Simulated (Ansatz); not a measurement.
ZrB$_{2}$ in space group P6/mmm (No. 191; Zr on 1a, B on 2d) at seven volumes, PBEsol in the plane-wave PAW code Ansatz, shape and atoms relaxed at each. One row is withheld.

| V (Å³/atom) | P (GPa) |
|---|---|
| 9.170 | 28.36 |
| 9.472 | 17.47 |
| 9.774 | 8.09 |
| 10.077 | 0.01 |
| 10.379 | -6.96 |
| 10.681 | ? |
| 10.983 | -18.15 |

Q: Fit the shown pressures and predict the withheld one.

A: Third-order Birch–Murnaghan: P = (3/2)B₀(x^(7/2) − x^(5/2))[1 + (3/4)(B′ − 4)(x − 1)] with x = (V₀/V)^(2/3). Least squares on the six rows gives V₀ = 10.077 Å³/atom, B₀ = 249.7 GPa, B′ = 3.93. At V = 10.681, x = 0.9619 and P = -12.96 GPa. The run itself gave -12.97 GPa.

The cell was relaxed with PBEsol under the symmetry of its start. The run is not spin-polarised.

Potentials: the earlier of the program's two PAW sets. The files were generated under PBE; for other functionals the program regenerates the frozen cores, and for LDA and PBEsol the local potential too.
